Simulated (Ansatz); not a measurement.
ZnCo (P-6m2); volume scaled by 0.9.

```
Zn Co
1.0
     2.51725    0.00000    0.00000
    -1.25862    2.18000    0.00000
     0.00000    0.00000    4.02772
Zn Co
1 1
Direct
  0.66667 0.33333 0.00000
  0.00000 0.00000 0.50000
```

The reference geometry is a structure from the Materials Project; nothing is relaxed.

Settings: LDA, 14×14×8 k mesh, Fermi–Dirac smearing of 0.1 eV. PAW means Ansatz 0.2.0 on its default frozen-core files. Site moments are integrated in spheres about the atoms. Start moments (μB): Co2 2.

Iteration by iteration:

```csv
iteration,Harris–Foulkes energy less the last (meV),density residual (eV),M (μB),∫|m| (μB)
1,-1407.192,9.9e+00,0.9623,1.0704
2,-510.175,1.2e+00,1.1604,1.2871
3,-57.777,2.2e-01,1.1385,1.2717
4,29.845,2.0e-02,1.1545,1.2899
5,11.399,5.3e-03,1.1090,1.2650
6,6.301,5.6e-03,1.0979,1.2511
7,6.005,6.1e-03,1.0689,1.2199
8,-0.094,5.3e-02,1.0591,1.2048
9,5.376,8.4e-04,1.0404,1.1859
10,3.325,4.0e-05,1.0069,1.1454
11,0.858,8.2e-05,0.8958,1.0158
12,0.175,2.2e-05,0.8240,0.9324
13,-0.002,1.4e-05,0.7648,0.8644
14,0.003,5.3e-06,0.7482,0.8458
15,0.000,1.7e-07,0.7565,0.8555
16,0.000,2.1e-08,0.7571,0.8561
17,0.000,3.1e-09,0.7579,0.8570
18,0.000,3.1e-10,0.7588,0.8581
```

Site moments (μB): Zn1 -0.01, Co2 0.80. Cell moment 0.76 μB.

The PAW files were made with PBE; the program remakes their cores once for the run's functional and then keeps them frozen. The Ansatz runs typed with the search for lower states off end where their start leads. These are results for the start and cell typed. The real compound can order otherwise, in a larger cell, or not at all, since semilocal functionals at zero temperature often overstate magnetism.
